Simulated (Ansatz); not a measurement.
Given:

HfO2:
```
HfO2
1.0
    4.78957     0.00000     0.00000
    0.00000     4.78957     0.00000
    0.00000     0.00000     3.18606
Hf O
2 4
Cartesian
  0.00000   0.00000   0.00000
  2.39479   2.39479   1.59303
  0.93449   3.85508   1.59303
  3.85508   0.93449   1.59303
  3.32928   3.32928   0.00000
  1.46029   1.46029   0.00000
```

This is the LDA-relaxed structure. Tensor components refer to the Cartesian frame of this cell.

Problem. All from plane-wave PAW LDA (Ansatz code), unless another level is named. Predict the Young's modulus.

Solution. 277 GPa.

Problem. What about the elastic constants (relaxed ions, GPa)?

Solution. C11 = 290, C12 = 212, C13 = 163, C33 = 499, C44 = 106, C66 = 226.

Problem. Predict the highest zone-centre frequency (without LO–TO term).

Solution. 806 cm⁻¹.

Space group P4_2/mnm (rutile). The first step of the workflow began from a Materials Project structure, measured or hypothetical; the Crystallography Open Database copy checked does not list it. It is not the phase usual at ambient conditions (space group No. 14, 29). The LDA relaxation kept the symmetry of its start; whether a distortion lowers the energy is not shown. The run is not spin-polarised. Spin–orbit coupling is left out wherever it is not named.

Potentials: the earlier of the program's two PAW sets. The files were generated under PBE; for other functionals the program regenerates the frozen cores, and for LDA and PBEsol the local potential too.
